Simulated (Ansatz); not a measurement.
**Question.** Each is relaxed and computed with LDA in the plane-wave PAW code Ansatz. Which is the only metal?
(A) NiSb, NiAs type
(B) NiH2O2, P-3m1 (Ni on 1a, H on 2d, O on 2d)
(C) SbSI, Pnma (Sb on 4c, S on 4c, I on 4c)
(D) AlInSb2, R3m (Al on 3a, In on 3a, Sb on 3a, Sb on 3a)

**Answer.** A, NiSb, NiAs type. NiSb: metal; NiH2O2: gap 0.90 eV (indirect); AlInSb2: gap 0.46 eV (direct); SbSI: gap 1.41 eV (indirect). Spin orders computed, not proven ground states: NiH2O2, P-3m1 (Ni on 1a, H on 2d, O on 2d) antiferromagnetic. Standing as an ambient phase not checked: NiH2O2, P-3m1 (Ni on 1a, H on 2d, O on 2d); AlInSb2, R3m (Al on 3a, In on 3a, Sb on 3a, Sb on 3a); SbSI, Pnma (Sb on 4c, S on 4c, I on 4c). Weakly bound layers, chains or molecules computed without a dispersion correction, so cells and soft constants are ill determined: NiH2O2, P-3m1 (Ni on 1a, H on 2d, O on 2d); SbSI, Pnma (Sb on 4c, S on 4c, I on 4c). Perhaps ordered models of mixed-site phases: AlInSb2, R3m (Al on 3a, In on 3a, Sb on 3a, Sb on 3a). All cells were relaxed under the symmetry of their starts (and spin orders); stability against distortions was not tested throughout. Cells of antiferromagnets are given as chemical subcells. Rows with no word on spin ran without spin polarisation. No Hubbard U is applied. Spin–orbit coupling is left out wherever it is not named.

Potentials: the later of the program's two PAW sets.
